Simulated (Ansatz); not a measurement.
Relaxed-ion elastic tensor of SiGe (CsCl type, Pm-3m) in GPa (Voigt order), DFT-PBEsol in the program Ansatz with PAW potentials; density 5.12 g/cm³, 16.34 Å³ per atom.

```
67.3  94.6  94.6   0.0   0.0   0.0
94.6  67.3  94.6   0.0   0.0   0.0
94.6  94.6  67.3   0.0   0.0   0.0
 0.0   0.0   0.0  21.2   0.0   0.0
 0.0   0.0   0.0   0.0  21.2   0.0
 0.0   0.0   0.0   0.0   0.0  21.2
```

Question: Is the crystal mechanically stable?

Answer: No: the smallest eigenvalue of C is -27.4 GPa.

A made-up cell: these elements were put on the sites of a structure type; neither database checked (COD, Materials Project) lists it. Whether it is the stable phase at ambient conditions was not checked. The PBEsol relaxation kept the symmetry of its start. At this level the phase is mechanically unstable. As this level gives no gap, shear constants depend on the k-mesh and smearing (Fermi–Dirac, 0.1 eV here). On the denser mesh and wider smearing of the elastic run this cell carries a stress of 0.3 GPa.

Potentials: the earlier of the program's two PAW sets. The files were generated under PBE; for other functionals the program regenerates the frozen cores, and for LDA and PBEsol the local potential too.
